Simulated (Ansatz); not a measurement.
**Property card for AlNi**

AlNi:
```cif
data_Al4Ni4
_chemical_formula_sum 'Ni4 Al4'
_space_group_name_H-M_alt 'Fm-3m'
_space_group_IT_number 225
_space_group_name_Hall '-F 4 2 3'
_cell_length_a 4.79917
_cell_length_b 4.79917
_cell_length_c 4.79917
_cell_angle_alpha 90.000
_cell_angle_beta 90.000
_cell_angle_gamma 90.000
loop_
_atom_site_label
_atom_site_type_symbol
_atom_site_symmetry_multiplicity
_atom_site_Wyckoff_symbol
_atom_site_fract_x
_atom_site_fract_y
_atom_site_fract_z
_atom_site_occupancy
Ni1 Ni 4 a 0.00000 0.00000 0.00000 1
Al1 Al 4 b 0.50000 0.50000 0.50000 1
```
(The calculation used a cell of 2 atoms; values per cell refer to that cell.)

Space group Fm-3m (No. 225), rock salt; conventional cell a = b = c = 4.7992 Å, α = β = γ = 90.00°.

Method: the program Ansatz at the PBEsol level (PAW). The cell and atoms are relaxed at this level. Other levels are named where they apply.

Cell and energy:

```yaml
volume_per_atom: 13.82 Å³
density: 5.15 g/cm³
Formation energy from the elements (no fitted shifts): 0.002 eV/atom
```

Electronic structure:

```yaml
electronic_character: metallic (no gap)
Density of states at the Fermi level: 0.36 states/eV per atom (mean over ±0.08 eV)
```

Magnetism:

```yaml
magnetic_order: non-magnetic (starting moments vanished)
```

Mechanics:

```yaml
Bulk modulus (Birch–Murnaghan fit): 121 GPa
Pressure derivative B′: 4.3
Elastic constants (relaxed ions, GPa): C11 = 254, C12 = 55.2, C44 = -29.3
mechanical_stability: unstable (C has a negative eigenvalue)
```

Phonons:

```yaml
highest_zone_centre_frequency: 286 cm^-1
zone_centre_stability: no imaginary mode at Γ
```

The start of the workflow was typed in or built on a structure type; neither database checked (COD, Materials Project) lists it. It is not the phase usual at ambient conditions (space group No. 221). Symmetry was held in the PBEsol relaxation. The workflow began spin-polarised and lost its moments. As this level gives no gap, shear constants depend on the k-mesh and smearing (Fermi–Dirac, 0.1 eV here). As this level gives no gap, phonon frequencies hold no LO–TO term and depend on the k-mesh and smearing (Fermi–Dirac, 0.1 eV here). The references are the lowest solids computed at this level, not always the standard phases.

Potentials: the earlier of the program's two PAW sets. The files were generated under PBE; for other functionals the program regenerates the frozen cores, and for LDA and PBEsol the local potential too.
